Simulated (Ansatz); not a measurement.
BN:
```
CELL_PARAMETERS angstrom
      2.57837     0.00000     0.00000
     -1.28918     2.23293     0.00000
      0.00000     0.00000     5.75572
ATOMIC_POSITIONS crystal
  B  0.50000 0.00000 0.50000
  B  0.00000 0.50000 0.16667
  B  0.50000 0.50000 0.83333
  N  0.50000 0.00000 0.00000
  N  0.00000 0.50000 0.66667
  N  0.50000 0.50000 0.33333
```

x, y and z are the axes in which the lattice vectors are written.

Q: Give the high-frequency dielectric tensor and the Born effective charge tensors of the independent atoms from DFPT, LDA in the plane-wave PAW code Ansatz.

A: 
ε∞:
```
6.12  0.00  0.00
0.00  6.12  0.00
0.00  0.00  6.25
```
Z* of atom 1 (B), rows: field, columns: displacement, in e:
```
1.79  0.00  0.00
0.00  2.42  0.00
0.00  0.00  2.06
```
Z* of atom 4 (N), rows: field, columns: displacement, in e:
```
-1.97   0.00   0.00
 0.00  -2.24   0.00
 0.00   0.00  -2.06
```

Space group P6_222. The start of the workflow was typed in or built on a structure type; neither database checked (COD, Materials Project) lists it. It is not the phase usual at ambient conditions (space group No. 186, 194, 216). Symmetry was held in the LDA relaxation; its stability against distortions is not shown here.

Potentials: the later of the program's two PAW sets.
